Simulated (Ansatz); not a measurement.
**TiC (Fm-3m), a film clamped to a substrate**

The calculation used DFT r2SCAN, scalar-relativistic, plane waves, PAW (Ansatz 0.2.0). Settings: plane waves to 500 eV, k-mesh 18×18×18 (Γ-centred), Gaussian smearing 0.15 eV. No spin polarisation. Energies are free energies at this smearing, counted from the undisturbed cell; pressure is positive in compression.

Reference structure (as given, not relaxed at this level; it stands at 0.0 GPa):

```
CELL_PARAMETERS angstrom
0.00000 2.16400 2.16400
2.16400 0.00000 2.16400
2.16400 2.16400 0.00000
ATOMIC_POSITIONS crystal
Ti 0.00000 0.00000 0.00000
C 0.50000 0.50000 0.50000
```

The cell (2 atoms, V0 = 20.27 Å³) is strained by p along both x and y and by q along z, fractional coordinates fixed. τp = (1/V0) ∂E/∂p = (σxx + σyy)(1 + p)(1 + q) and τq = (1/V0) ∂E/∂q = σzz(1 + p)², with tension positive.

| p | q | ΔE (meV/atom) | τp (GPa) | τq (GPa) |
| --- | --- | --- | --- | --- |
| 0.000 | 0.000 | 0.00 | 0.06 | 0.03 |
| -0.015 | 0.000 | 9.79 | -21.21 | -3.87 |
| 0.015 | 0.000 | 8.98 | 18.41 | 3.86 |
| 0.000 | -0.015 | 3.96 | -3.84 | -8.61 |
| 0.000 | 0.015 | 3.59 | 3.88 | 7.33 |

Q: Get the second derivatives of the energy density.

A: Central differences give A = ∂τp/∂p = 1321 GPa (C11 + C22 + 2 C12), C = ∂τq/∂q = 531 GPa (C33) and the cross term B = ∂τq/∂p = 257 GPa (C13 + C23); ∂τp/∂q = 257 GPa must equal B, and any difference shows higher-order terms. The ions are clamped. In a cubic crystal C11 = C = 531, C12 = B/2 = 129 GPa and A should be 2(C11 + C12) = 1320 GPa; the bulk modulus is (C11 + 2 C12)/3 = 263 GPa.

Q: A film of this crystal grows with z along the normal on a substrate that imposes p. How does its thickness respond, and what does the misfit cost?

A: Count p and q from the stress-free cell. A free surface needs τq = 0, so q = −(B/C) p = -0.48 p. The energy density left is (A − B²/C) p²/2 = M p², with the biaxial modulus M = 598 GPa; a misfit of 1 % costs 3.78 meV/atom, against 4.18 meV/atom if the thickness were held.

At p = -0.030 the energies along q are 73.4 (q = -0.030), 52.8 (q = -0.015), 41.3 (q = 0.000), 37.5 (q = 0.015), 40.3 (q = 0.030) meV/atom.

Q: Does the linear rule hold at this misfit?

A: A parabola through the lowest point and its neighbours has its minimum at q = 0.016, 37.5 meV/atom. With the stress left in the starting cell, τp0 and τq0, linear elasticity gives q = −(τq0 + Bp)/C = 0.014 and E = V0(τp0 p + τq0 q + Ap²/2 + Bpq + Cq²/2)/N = 33.9 meV/atom. The energies differ by more than a tenth, so the quadratic law fails here: the gap holds the anharmonic part, with some error from the wide steps. Cubic terms also shift the vertex of so wide a parabola.

In a metal these slopes depend on the k mesh and the smearing.

Cost: 25 runs of about 11 core-minutes in all, on Intel Xeon Processor @ 2.50GHz (Skylake/Cascade Lake) (shared hosts).